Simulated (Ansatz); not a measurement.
Data:

Y (fcc (Cu type), Fm-3m), a = b = c = 5.1014 Å, α = β = γ = 90.00°; the cell used has 1 atom.

This is the r²SCAN-relaxed structure.

### Question
All from plane-wave PAW r²SCAN (Ansatz code), unless another level is named. Give the Debye temperature from the elastic constants.

### Answer
201 K.

### Question
Give the zero-point energy.

### Answer
18.0 meV/atom.

A made-up cell: these elements were put on the sites of a structure type; the Crystallography Open Database files this formula in space group No. 225, but the cells were not matched. It is not the phase usual at ambient conditions (space group No. 194). Symmetry was held in the r²SCAN relaxation; phonons on a q-mesh show no instability. No spin polarisation was allowed. As this level gives no gap, shear constants depend on the k-mesh and smearing (Fermi–Dirac, 0.1 eV here).

Potentials: the later of the program's two PAW sets.
